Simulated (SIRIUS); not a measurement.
A self-consistent single point of SnGeSe₂ (Pmc2_1, 8 atoms in the cell; from Materials Project mp-1218835, changed as shown).

```xyz
8
Lattice="4.0388 0.0000 0.0000 0.0000 4.7706 0.0000 0.0000 0.0000 11.5982" Properties=species:S:1:pos:R:3 pbc="T T T"
Sn     2.0194     1.7463     4.4462
Sn     2.0194     3.0243    10.2453
Ge     0.0000     0.5864     7.2774
Ge     0.0000     4.1841     1.4783
Se     0.0000     1.1255     9.8072
Se     0.0000     3.6451     4.0081
Se     2.0194     1.1146     1.6656
Se     2.0194     3.6560     7.4647
```

Method: PBEsol, PseudoDojo 0.4 standard norm-conserving PBEsol (tails mended) pseudopotentials (plane waves; SIRIUS).

SIRIUS settings:

- parameters.ngridk = 4 4 2
- parameters.xc_functionals = [XC_GGA_X_PBE_SOL, XC_GGA_C_PBE_SOL]
- parameters.gk_cutoff = 9.274 1/bohr
- parameters.pw_cutoff = 18.548 1/bohr
- parameters.smearing = fermi_dirac
- parameters.smearing_width = 0.00183747 Ha
- potentials = PseudoDojo 0.4 standard norm-conserving PBEsol (tails mended) pseudopotentials
- parameters.electronic_structure_method = pseudopotential
- parameters.num_bands = 72
- parameters.num_mag_dims = 0
- parameters.num_dft_iter = 100
- parameters.energy_tol = 1e-07 Ha
- parameters.density_tol = 1e-06
- mixer.type = broyden2
- mixer.beta = 0.5
- mixer.use_hartree = false

Results:

| Quantity | Value |
|---|---|
| Number of valence electrons | 120 |
| Number of bands | 72 |
| Number of k-points after the program's reduction | 18 |
| Number of plane waves (most at a k-point) | 20384 |
| Number of SCF iterations | 18 |
| FFT grid | 48 × 60 × 135 |
| Free energy E − TS | -22319.9091 eV |
| Gap on the k-point mesh | 0.77 eV |
| Pressure | -4.04 GPa |
| Largest force (vector length) | 0.276 eV/Å |

Forces (eV/Å):
```json
[
 {"atom": "Sn1", "Fx": "0.000", "Fy": "0.149", "Fz": "-0.224"},
 {"atom": "Sn2", "Fx": "0.000", "Fy": "-0.149", "Fz": "-0.224"},
 {"atom": "Ge3", "Fx": "0.000", "Fy": "-0.180", "Fz": "0.209"},
 {"atom": "Ge4", "Fx": "0.000", "Fy": "0.180", "Fz": "0.209"},
 {"atom": "Se5", "Fx": "0.000", "Fy": "0.088", "Fz": "-0.111"},
 {"atom": "Se6", "Fx": "0.000", "Fy": "-0.088", "Fz": "-0.111"},
 {"atom": "Se7", "Fx": "0.000", "Fy": "-0.181", "Fz": "0.126"},
 {"atom": "Se8", "Fx": "0.000", "Fy": "0.181", "Fz": "0.126"}
]
```

Stress (GPa, positive for compression):
```
-3.69   0.00   0.00
 0.00  -4.50   0.00
 0.00   0.00  -3.94
```

The gap is read on the k-point mesh of the run and can differ from the gap over the whole zone at this level.

For comparison: a first run was changed to give this one (lattice scaled by 1.02), and from it to this one the free energy goes up by 28.8 meV/atom, the pressure goes from -1.57 to -4.04 GPa, the largest force goes from 0.147 to 0.276 eV/Å and the gap on the mesh goes from 0.802 to 0.773 eV.

The structure comes from a collection of computed structures, made at another level of theory; the collection holds predicted forms beside known ones.

Cost on one core: about 7 core-minutes (a rough figure).

“Tails mended”: in these copies of the files the far tail of each local potential was reset to the Coulomb form.
